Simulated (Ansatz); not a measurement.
TaW3 in space group Fm-3m (No. 225; Ta on 4a, W on 8c, W on 4b) at seven volumes, DFT-PBEsol in the program Ansatz with PAW potentials, scaled uniformly. One row is withheld.

```csv
V (Å³/atom),P (GPa)
14.615,?
15.097,20.66
15.579,9.51
16.060,0.00
16.542,-8.14
17.024,-15.14
17.506,-21.14
```

### Question
Fit the shown pressures and predict the withheld one.

### Answer
Third-order Birch–Murnaghan: P = (3/2)B₀(x^(7/2) − x^(5/2))[1 + (3/4)(B′ − 4)(x − 1)] with x = (V₀/V)^(2/3). Least squares on the six rows gives V₀ = 16.060 Å³/atom, B₀ = 293.4 GPa, B′ = 4.17. At V = 14.615, x = 1.0649 and P = 33.69 GPa. The run itself gave 33.73 GPa.

The workflow started from a Materials Project entry (that database holds measured and hypothetical structures alike); the Crystallography Open Database copy checked does not list it. With Ta and W taken as one species the cell has the higher symmetry Im-3m, so it may be an ordered model of a mixed-site phase. Whether it is the stable phase at ambient conditions was not checked. The PBEsol relaxation kept the symmetry of its start; its stability against distortions is not shown here. The run is not spin-polarised. Scalar-relativistic: spin–orbit coupling is off unless named, which matters more the heavier the elements.

Potentials: the later of the program's two PAW sets.
